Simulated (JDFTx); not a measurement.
TiAl(001) slab cut from bulk TiAl (space group P4/mmm, indices of the conventional cell, lattice of the Materials Project entry mp-1953, not re-optimised): 3 atoms in 3 planes, a 1x1 cell of 7.90 Å² (|a| = 2.811, |b| = 2.811 Å), 4.0 Å between the outermost planes, Al outermost, slab composition TiAl2, cell height 20.1 Å, 8×8×1 k mesh, Fermi smearing 0.01 Ha, no spin polarisation. Whether this polymorph is the ambient one wasn't checked. Neither spin polarisation nor a larger cell was tried.

Method: PBE, GBRV ultrasoft potentials, plane waves to 20/100 Ha, in a modified build of JDFTx. Liquid: soft-sphere model, water, 1 M KCl. Between zero charge and -0.30 V from it the run gives σ = -7.3 μC/cm², a mean capacitance of 24.7 μF/cm². The liquid has ε = 78.4, a 1:1 salt at 1 M with linear (Debye) response, and T = 298 K.

A calculation by hand: the Debye length, the diffuse-layer capacitance, and the inner capacitance that is left when the two stand in series.

Each ion has density c = 1 × 6.022×10⁻⁴ = 6.022e-04 Å⁻³. λ² = ε kT / (8π (e²/4πε₀) c) with kT = 0.02568 eV and e²/4πε₀ = 14.40 eV Å gives λ = 3.04 Å; the log prints 3.04 Å. C_diffuse = ε₀ε/λ = 228 μF/cm². Then 1/C_inner = 1/24.7 − 1/228, so C_inner = 27.6 μF/cm², which equals a vacuum gap of ε₀/C_inner = 0.32 Å. The diffuse layer takes 11 % of the potential drop; the rest lies between the electrode's charge and the onset of the dielectric, with the electrode's own (quantum) capacitance in it. The split is a model: in the calculation solvent and ions share one smooth cavity.
